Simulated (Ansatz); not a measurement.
BeZn3Se4: vibrational free energy, entropy and heat capacity

Level of theory: Ansatz 0.2.0, DFT PBE, scalar-relativistic, plane waves, PAW. Cutoff 420 eV, 12×12×2 k-points (Γ-centred), fixed occupations. No spin polarisation. Phonons by linear response, acoustic sum rule imposed.

Equilibrium structure at this level:
```cif
data_structure
_symmetry_space_group_name_H-M 'P3m1'
_symmetry_Int_Tables_number 156
_cell_length_a 3.9489
_cell_length_b 3.9489
_cell_length_c 13.0357
_cell_angle_alpha 90.000
_cell_angle_beta 90.000
_cell_angle_gamma 120.000
_cell_volume 176.04
loop_
_atom_site_label
_atom_site_type_symbol
_atom_site_symmetry_multiplicity
_atom_site_Wyckoff_symbol
_atom_site_fract_x
_atom_site_fract_y
_atom_site_fract_z
_atom_site_occupancy
Be1 Be 1 b 0.33333 0.66667 0.00120 1
Zn1 Zn 1 b 0.33333 0.66667 0.50087 1
Zn2 Zn 1 c 0.66667 0.33333 0.24254 1
Zn3 Zn 1 c 0.66667 0.33333 0.75978 1
Se1 Se 1 b 0.33333 0.66667 0.17333 1
Se2 Se 1 b 0.33333 0.66667 0.69040 1
Se3 Se 1 c 0.66667 0.33333 0.43192 1
Se4 Se 1 c 0.66667 0.33333 0.94996 1
```

The cell was found from a structure generator's guess, not taken from experiment. The q mesh is coarse, so values between its points are rough.

Force constants from linear response on a 2×2×1 q mesh, interpolated to a fine mesh.

Phonon density of states, in bins of 10 cm⁻¹:
(bin centre (cm⁻¹), share of modes (%)): (5, 0.0), (15, 0.1), (25, 0.4), (35, 0.9), (45, 2.0), (55, 5.8), (65, 6.4), (75, 4.6), (85, 5.1), (95, 2.5), (105, 3.6), (115, 2.4), (125, 1.6), (135, 1.9), (145, 3.0), (155, 2.7), (165, 2.9), (175, 3.3), (185, 0.8), (195, 3.6), (205, 12.8), (215, 14.4), (225, 5.5), (235, 1.1), (245, 0.0), (255, 0.0), (265, 0.0), (275, 0.0), (285, 0.0), (295, 0.0), (305, 0.5), (315, 0.9), (325, 1.4), (335, 0.8), (345, 0.5), (355, 0.1), (365, 0.1), (375, 0.2), (385, 0.5), (395, 1.6), (405, 1.8), (415, 0.0), (425, 0.0), (435, 0.0), (445, 0.3), (455, 0.9), (465, 1.8), (475, 0.6), (485, 0.3), (495, 0.2), (505, 0.1), (515, 0.0)

**Question.** Give the zero-point energy per atom.

**Answer.** 33.4 meV.

**Question.** How large are the vibrational entropy and heat capacity at 300 K?

**Answer.** S = 4.10 k_B and C_V = 2.78 k_B per atom, 93 % of the Dulong–Petit value.

**Question.** Tabulate them against temperature.

**Answer.**
```
T (K)  F_vib (meV/atom)  S (k_B/atom)  C_V (k_B/atom)
  100              28.4          1.47            1.83
  200               8.6          3.01            2.56
  300             -22.2          4.10            2.78
  400             -61.2          4.91            2.87
  500            -106.4          5.56            2.91
  600            -156.7          6.09            2.94
  700            -211.2          6.55            2.96
  800            -269.3          6.94            2.97
  900            -330.7          7.29            2.97
 1000            -394.9          7.60            2.98
```
